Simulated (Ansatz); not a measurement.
Relaxed-ion elastic tensor of Se (simple cubic, space group No. 221) in GPa (Voigt order), LDA (plane waves, PAW; program Ansatz); density 6.19 g/cm³, 21.19 Å³ per atom.

```
      1     2     3    4    5    6
-  ----  ----  ----  ---  ---  ---
1   148  55.5  55.5  0.0  0.0  0.0
2  55.5   148  55.5  0.0  0.0  0.0
3  55.5  55.5   148  0.0  0.0  0.0
4   0.0   0.0   0.0  6.9  0.0  0.0
5   0.0   0.0   0.0  0.0  6.9  0.0
6   0.0   0.0   0.0  0.0  0.0  6.9
```

Question: Is the crystal mechanically stable?

Answer: Yes: the smallest eigenvalue of C is 6.9 GPa.

Question: Work out the Voigt, Reuss and Hill averages.

Answer: K_V = 86.4, K_R = 86.4, K_H = 86.4; G_V = 22.7, G_R = 10.5, G_H = 16.6 GPa.

Question: Give Young's modulus, Poisson's ratio, Pugh's ratio and the universal anisotropy index.

Answer: E = 9KG/(3K + G) = 46.7 GPa; ν = 0.41; K/G = 5.21 (ductile by the Pugh limit of 1.75); A_U = 5G_V/G_R + K_V/K_R − 6 = 5.81.

Question: Estimate the sound speeds and the Debye temperature.

Answer: v_l = √((K + 4G/3)/ρ) = 4190 m/s, v_t = √(G/ρ) = 1640 m/s, mean 1850 m/s; Θ = (h/k)(3n/4πV)^(1/3) v_m = 200 K.

Question: Give the Zener ratio and Young's modulus along [100], [110] and [111].

Answer: A = 2C44/(C11 − C12) = 0.15; 1/E = S11 − 2(S11 − S12 − S44/2)Γ with Γ = 0, 1/4, 1/3 gives 118, 25.5, 20.2 GPa.

Question: Solve the Christoffel equation for the three sound speeds along [100], [110], [111].

Answer: Eigenvalues of C_ijkl n_j n_l equal ρv². In km/s, slowest first: [100] 1.06, 1.06, 4.89; [110] 1.06, 2.74, 4.19; [111] 2.32, 2.32, 3.93.

Space group Pm-3m (simple cubic). The first step of the workflow began from a Materials Project structure, measured or hypothetical; the Crystallography Open Database copy checked does not list it. It is not the phase usual at ambient conditions (space group No. 152). Symmetry was held in the LDA relaxation; its stability against distortions is not shown here. As this level gives no gap, shear constants depend on the k-mesh and smearing (Fermi–Dirac, 0.1 eV here).

Potentials: the earlier of the program's two PAW sets. The files were generated under PBE; for other functionals the program regenerates the frozen cores, and for LDA and PBEsol the local potential too.
